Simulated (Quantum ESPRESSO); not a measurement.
## Mo2Ti2InSn2Ta (different elements on one site, starting from this cell)

A calculation, not a measurement. The program is pw.x of Quantum ESPRESSO 7.5 (plane-wave density functional theory). The cell is made up: eight metal atoms on a face-centred cubic lattice, with elements, volume, strain and displacements drawn at random and not relaxed, so it may be unstable or far from any real phase. PseudoDojo standard norm-conserving files set the functional (PBE unless stated); there is no spin polarisation or spin-orbit coupling, the Fermi-Dirac width of 0.25 eV means electrons at about 2900 K, and the masses in the input are unused placeholders. The tin pseudopotential is less sure than most, with forces differing by about three percent from a second method on plain tin. Heavy elements are run without spin-orbit coupling, which real alloys of them have. A spin test at this wide smearing found no moment, but such smearing suppresses magnetism that the real alloy may have.

The runs put different elements on site 7. Cell, positions, cutoff, mesh and smearing stay as in the input of run 1; sites are counted in its order. Stress in the tables is positive in tension.

Input of run 1:

```
&control calculation='scf', pseudo_dir='./dojo.nc.sr.pbe.v0_5.standard.upf', outdir='./o', disk_io='minimal', tprnfor=.true., tstress=.true. /
&system ibrav=0, nat=8, ntyp=5, nbnd=67, ecutwfc=84.00895049, nosym=.true., tot_charge=0,
 occupations='smearing', smearing='fd', degauss=0.0183746611
/
&electrons conv_thr=1.470e-08, electron_maxstep=70, mixing_beta=0.5 /
ATOMIC_SPECIES
In 1.0 In.upf
Mo 1.0 Mo.upf
Sn 1.0 Sn.upf
Ta 1.0 Ta.upf
Ti 1.0 Ti.upf
CELL_PARAMETERS angstrom
0.0 -2.1289 -2.1289
-4.2579 2.1289 -2.1289
6.3868 6.3868 -4.2579
ATOMIC_POSITIONS angstrom
Mo -0.0685 0.0743 -0.1661
Ti 0.0174 2.2978 -2.0116
Ti 0.2009 4.3773 -4.283
In 4.3831 4.2797 -4.1751
Sn -2.1443 -0.02 -2.2701
Mo -1.9996 2.2146 -4.203
Ta 2.0152 2.2595 -4.2542
Sn 2.1862 4.2905 -6.314
K_POINTS automatic
8 5 3 1 1 1
```

```
run  elements on sites 1 to 8  -TS (eV)  pressure (GPa)  stress xx (GPa)  stress yy (GPa)  stress zz (GPa)  stress yz (GPa)  stress xz (GPa)  stress xy (GPa)  iterations
  1   Mo Ti Ti In Sn Mo Ta Sn    -1.867            0.31             0.61            -1.31            -0.22            -0.65             0.17            -0.08          25
  2   Mo Ti Ti In Sn Mo Au Sn    -1.784           -0.10             1.40            -0.92            -0.19            -0.58             0.09            -0.25          18
  3   Mo Ti Ti In Sn Mo Pd Sn    -1.853           -2.18             3.64             1.11             1.81            -0.88             0.02            -0.19          22
  4   Mo Ti Ti In Sn Mo Sc Sn    -1.925            3.82            -3.12            -4.80            -3.53            -1.30            -0.34             0.17          32
  5   Mo Ti Ti In Sn Mo Mo Sn    -1.967           -2.25             3.76             1.12             1.87            -0.88             0.42            -0.27          22
```

Forces Fx Fy Fz (eV/Å):

```
site             run 1             run 2              run 3             run 4              run 5
   1   0.99 0.15 -0.48   0.94 0.28 -0.61    0.93 0.28 -0.61   0.98 0.11 -0.37    0.99 0.20 -0.55
   2  0.31 -0.35 -0.04   0.65 0.00 -0.28    0.77 0.08 -0.35  -0.04 -0.50 0.07   0.64 -0.10 -0.18
   3  -1.82 -0.65 0.78  -1.76 -0.76 0.86   -1.49 -0.96 1.04  -2.13 -0.61 0.70   -1.57 -0.89 0.99
   4  -0.33 0.03 -0.13  -0.28 0.05 -0.18  -0.57 -0.06 -0.06  -0.12 0.18 -0.27  -0.57 -0.07 -0.03
   5   0.62 1.24 -0.70   0.67 1.29 -0.78    0.66 1.25 -0.74   0.61 1.25 -0.73    0.63 1.22 -0.68
   6  -0.22 0.45 -0.21  -0.17 0.23 -0.05   -0.15 0.28 -0.09  -0.03 0.35 -0.14   -0.24 0.43 -0.18
   7   0.75 -0.89 0.92   0.26 -0.95 1.00    0.18 -0.52 0.57   1.05 -0.88 1.00    0.41 -0.60 0.57
   8  -0.31 0.01 -0.15  -0.31 -0.14 0.03   -0.33 -0.35 0.24  -0.30 0.10 -0.25   -0.29 -0.20 0.07
```

Energies are left out, as each element's file has its own zero. A rerun of one cell of this series at a higher cutoff and on a denser mesh moved values by no more than 0.004 eV in energy, 0.08 GPa in stress and 0.013 eV/Å in force, and a second program with other atomic files agreed on that cell to 2 % rms in force and 0.5 GPa in pressure.